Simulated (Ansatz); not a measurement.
**Review of an SCF result for EuZnSi**

We look at EuZnSi: an experimental structure (space group P6_3/mmc), with 6 atoms per cell. Source: COD entry 1527808; the sample's temperature and pressure aren't taken into account, and it need not be the stable phase.

These are results of DFT, r2SCAN+U, PAW, plane waves, scalar-relativistic (Ansatz development build ahead of 0.2.0), not measurements.

```yaml
crystal:
  lattice:
    - [4.30199944, 0.0, 0.0]
    - [-2.15099972, 3.7256408, 0.0]
    - [0.0, 0.0, 8.616]
  atoms:
    - { symbol: Zn, position: [0.33333333, 0.66666667, 0.25] }
    - { symbol: Zn, position: [0.66666667, 0.33333333, 0.75] }
    - { symbol: Si, position: [0.33333333, 0.66666667, 0.75] }
    - { symbol: Si, position: [0.66666667, 0.33333333, 0.25] }
    - { symbol: Eu, position: [0.0, 0.0, 0.0], spin: 7.0 }
    - { symbol: Eu, position: [0.0, 0.0, 0.5], spin: 7.0 }
  symmetry: { detect: false, time_reversal: true }
magnetization:
  spin_polarized: true
hamiltonian:
  xc: r2scan
  pseudopotentials: { kind: paw }
  hubbard:
    sites:
      - { site: 4, l: f, u_eff: 2.7, starting_ns: [{ spin: up, occupation_matrix: s4up }, { spin: down, occupation_matrix: s4down }] }
      - { site: 5, l: f, u_eff: 2.7, starting_ns: [{ spin: up, occupation_matrix: s5up }, { spin: down, occupation_matrix: s5down }] }
    occupation_matrices:
      s4up:
        matrix:
          - [0.999999, 0.0, 0.0, 0.0, 0.0, 0.0, 0.0]
          - [0.0, 0.999999, 0.0, 0.0, 0.0, 0.0, 0.0]
          - [0.0, 0.0, 0.999999, 0.0, 0.0, 0.0, 0.0]
          - [0.0, 0.0, 0.0, 0.999999, 0.0, 0.0, 0.0]
          - [0.0, 0.0, 0.0, 0.0, 0.999999, 0.0, 0.0]
          - [0.0, 0.0, 0.0, 0.0, 0.0, 0.999999, 0.0]
          - [0.0, 0.0, 0.0, 0.0, 0.0, 0.0, 0.999999]
      s4down:
        matrix:
          - [1.0e-06, 0.0, 0.0, 0.0, 0.0, 0.0, 0.0]
          - [0.0, 1.0e-06, 0.0, 0.0, 0.0, 0.0, 0.0]
          - [0.0, 0.0, 0.999999, 0.0, 0.0, 0.0, 0.0]
          - [0.0, 0.0, 0.0, 1.0e-06, 0.0, 0.0, 0.0]
          - [0.0, 0.0, 0.0, 0.0, 1.0e-06, 0.0, 0.0]
          - [0.0, 0.0, 0.0, 0.0, 0.0, 1.0e-06, 0.0]
          - [0.0, 0.0, 0.0, 0.0, 0.0, 0.0, 1.0e-06]
      s5up:
        matrix:
          - [0.999999, 0.0, 0.0, 0.0, 0.0, 0.0, 0.0]
          - [0.0, 0.999999, 0.0, 0.0, 0.0, 0.0, 0.0]
          - [0.0, 0.0, 0.999999, 0.0, 0.0, 0.0, 0.0]
          - [0.0, 0.0, 0.0, 0.999999, 0.0, 0.0, 0.0]
          - [0.0, 0.0, 0.0, 0.0, 0.999999, 0.0, 0.0]
          - [0.0, 0.0, 0.0, 0.0, 0.0, 0.999999, 0.0]
          - [0.0, 0.0, 0.0, 0.0, 0.0, 0.0, 0.999999]
      s5down:
        matrix:
          - [1.0e-06, 0.0, 0.0, 0.0, 0.0, 0.0, 0.0]
          - [0.0, 1.0e-06, 0.0, 0.0, 0.0, 0.0, 0.0]
          - [0.0, 0.0, 1.0e-06, 0.0, 0.0, 0.0, 0.0]
          - [0.0, 0.0, 0.0, 1.0e-06, 0.0, 0.0, 0.0]
          - [0.0, 0.0, 0.0, 0.0, 1.0e-06, 0.0, 0.0]
          - [0.0, 0.0, 0.0, 0.0, 0.0, 1.0e-06, 0.0]
          - [0.0, 0.0, 0.0, 0.0, 0.0, 0.0, 1.0e-06]
basis:
  ecutwfc: 500
kpoints:
  mp_grid: { grid: [6, 6, 3] }
scf:
  occupations: { method: fermi_dirac, width: 0.1 }
  lower_state_search: "off"
  max_iter: 200
output:
  forces: true
  stress: true
```

It took 2 min on 2 threads of Intel(R) Xeon(R) Platinum 8488C (shared host), peak memory 1.4 GiB.

The end of the output:

```
SCF converged after 21 iterations
Magnetization: 14.0993 μB (40.0496 up, 25.9504 down)
Absolute magnetization: 14.4679 μB (∫|ρ↑−ρ↓|, with the PAW one-centre terms)
Spin contamination: 0.0773 ħ² per cell (⟨S²⟩ above its minimum at these occupations)
Per-site moments (μB) at R_I (Å): [(0.0042, 1.0245), (0.0042, 1.0245), (-0.0562, 1.0245), (-0.0562, 1.0245), (6.9046, 1.3561), (6.9046, 1.3561)]
Free energy (F): -25492.950450 eV
Harris-Foulkes:  -25492.950450 eV  (|F-HF|=6.18e-11)
Internal energy: -25492.892778 eV  (E = F + TS)
E sigma→0 (E₀):  -25492.921614 eV
Entropy (-TS):   -0.057672 eV (-9.612 meV/atom)
Fermi energy:    9.540568 eV
--- Specified on-site occupations, and those of the state reported ---
  electrons in the specified blocks: 15.0000 specified, 13.8612 found
  site 4 (l=f) ↓: largest change of an orbital's occupation 0.9980; electrons 1.0000 specified, 0.0135 found; spectral distance 0.9972
  site 4 (l=f) ↑: largest change of an orbital's occupation 0.0177; electrons 7.0000 specified, 6.9171 found; spectral distance 0.0341
  site 5 (l=f) ↑: largest change of an orbital's occupation 0.0177; electrons 7.0000 specified, 6.9171 found; spectral distance 0.0341
  site 5 (l=f) ↓: largest change of an orbital's occupation 0.0028; electrons 0.0000 specified, 0.0135 found; spectral distance 0.0054
--- Forces (eV/Å), atoms counted from 1 ---
  atom   1  Zn     0.00000024    -0.00000020     0.00000006
  atom   2  Zn    -0.00000024     0.00000020    -0.00000006
  atom   3  Si     0.00000026    -0.00000017    -0.00000012
  atom   4  Si    -0.00000025     0.00000017     0.00000012
  atom   5  Eu     0.00000000     0.00000000    -0.00000001
  atom   6  Eu    -0.00000000     0.00000000    -0.00000001
--- Stress (GPa, compression-positive) ---
       -2.190218       0.000000       0.000000
        0.000000      -2.190218      -0.000000
        0.000000      -0.000000      -0.082772
  P = ⅓ Tr σ = -1.4877 GPa (-14.877 kbar)
```

The mesh is too coarse to rank close states of a metal with certainty: differences of some tens of meV/atom may change, at times in sign.

Spin–orbit coupling is left out, so orbital moments of the f shell are missing. A static U favours moments and orbital order; the result depends on U and need not be the measured state. The U is a test value, not one fitted to this metal, and a U on a metal's d shells tends to overstate moments.

Site moments are taken inside atomic spheres and don't add up to the total.

Eigenvalues of the Hubbard occupation matrices: Eu5 up 0.98 0.98 0.98 0.99 0.99 0.99 1.00, down 0.00 0.00 0.00 0.00 0.00 0.00 0.00; Eu6 up 0.98 0.98 0.98 0.99 0.99 0.99 1.00, down 0.00 0.00 0.00 0.00 0.00 0.00 0.00.

Q: Would you trust this as the ground state? If a lower solution is known, describe it.

A: None of the other runs went lower. It is the lowest of 3 states reached by 16 converged runs, and the next lies 3.6 meV/atom higher (antiferromagnetic, site moments Eu5 6.91, Eu6 -6.91 μB, total 0.00 μB per cell, no gap on the k-mesh). The typed fillings weren't kept. That doesn't prove a ground state. States within about 5 meV/atom are too close for this mesh, smearing and search to settle their order. Only collinear orders within this cell were tried; the true ground state may need a larger cell.
